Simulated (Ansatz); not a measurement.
**W2Cl: computed properties**

Method: DFT PBE, scalar-relativistic, plane waves, PAW in Ansatz 0.2.0.

Plane waves to 420 eV, a k mesh through Γ of 12×12×4 on the computed 6-atom cell and Gaussian smearing (0.10 eV); no spin polarisation.

The structure is relaxed at this level of theory with its symmetry kept, and needn't be the ground state of this composition.

```cif
data_structure
_symmetry_space_group_name_H-M 'P 1'
_symmetry_Int_Tables_number 1
_cell_length_a 3.2135
_cell_length_b 3.2135
_cell_length_c 12.3013
_cell_angle_alpha 90.000
_cell_angle_beta 90.000
_cell_angle_gamma 120.000
_cell_volume 110.01
loop_
_atom_site_label
_atom_site_type_symbol
_atom_site_fract_x
_atom_site_fract_y
_atom_site_fract_z
_atom_site_occupancy
W1 W 0.33333 0.66667 0.93292 1
W2 W 0.66667 0.33333 0.43292 1
W3 W 0.33333 0.66667 0.56708 1
W4 W 0.66667 0.33333 0.06708 1
Cl1 Cl 0.66667 0.33333 0.75000 1
Cl2 Cl 0.33333 0.66667 0.25000 1
```

| Quantity | Value |
| --- | --- |
| Space group | P6_3/mmc (No. 194) |
| Volume per atom | 18.33 Å³ |
| Formation energy from the elements' standard states (uncorrected) | +0.430 eV/atom |
| Kohn–Sham band gap | none (metal) |
| Density of states at the Fermi level | 2.8 states/eV per cell |
| Orbital (Löwdin) character within 0.5 eV of the Fermi level | W 5d 80 %, unprojected 7 % |
| Bader charge by site (e) | W (4 in the cell) 0.34, Cl (2 in the cell) -0.69 |

Spin-orbit coupling is left out, which matters for the bands of heavy elements.

Another cell of W2Cl relaxed alike, in P-3m1, lies 26 meV/atom lower, so this cell isn't the stable form at this level.

The cell was found from a structure generator's guess, not taken from experiment. Löwdin shares on free-atom orbitals overweight diffuse shells.
